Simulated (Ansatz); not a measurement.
# Scan of one atom of the cell for CdS (zinc blende)

Relaxed CdS (zinc blende):

```
CELL_PARAMETERS angstrom
      0.00000     5.92662     5.92662
      2.96331     0.00000     2.96331
      2.96331     2.96331     0.00000
ATOMIC_POSITIONS crystal
  S  0.37500 0.75000 0.75000
  S  0.87500 0.75000 0.75000
  Cd 0.00000 0.00000 0.00000
  Cd 0.50000 0.00000 0.00000
```

In each cell atom 2 (S, nearest neighbour Cd at 2.566 Å; its periodic images, 4.2 Å or more away, move with it) moves by s·(0.577, 0.577, 0.577) (along Cartesian [111]), the rest being held.

All values below come from PBE (plane waves to 420 eV, PAW, scalar-relativistic; Ansatz, an electronic-structure program). k mesh 4×8×8 (Γ-centred), Fermi-Dirac smearing 0.05 eV. Energies are smeared free energies. Stress and pressure are positive under compression. F∥ is the force on the atom along that direction. F⊥ is the part of the force across the line. CdS was relaxed with its symmetry unable to fall. ΔE is measured from the undisplaced structure.

| s (Å) | ΔE (meV/cell) | F∥ (eV/Å) | |F⊥| (eV/Å) | P (GPa) |
|---|---|---|---|---|
| -0.260 | 122.6 | 0.785 | 0.168 | 0.52 |
| -0.208 | 83.9 | 0.699 | 0.131 | 0.36 |
| -0.156 | 50.5 | 0.582 | 0.096 | 0.22 |
| -0.104 | 24.0 | 0.430 | 0.063 | 0.10 |
| -0.052 | 6.4 | 0.238 | 0.031 | 0.03 |
| 0.000 | 0.0 | 0.000 | 0.000 | 0.00 |
| 0.052 | 7.4 | -0.293 | 0.029 | 0.03 |
| 0.104 | 31.6 | -0.649 | 0.057 | 0.14 |
| 0.156 | 76.2 | -1.081 | 0.084 | 0.33 |
| 0.208 | 145.6 | -1.603 | 0.110 | 0.62 |
| 0.260 | 244.8 | -2.232 | 0.135 | 1.03 |

Key numbers:

* **Energy at s = 0.260 Å**: 244.8 meV/cell
* **Force along the line at s = -0.260 Å**: 0.785 eV/Å
* **Symmetry of the curve**: not even: the positive side lies higher at ±0.260 Å
* **Shape of the curve**: a single well with its minimum at or next to zero displacement
* **Force constant k = d²E/ds² at s = 0 (finite differences)**: 5.08 eV/Å²
* **Harmonic estimate at the end of the scan**: ½ks² = 171.7 meV/cell against the computed 244.8 meV/cell, so the well is stiffer than harmonic there

The 11 points together took around 70 core-seconds (rough).

(For displaced atoms, the force is minus the slope of the energy, and its curvature is a force constant, which sets phonon frequencies.)
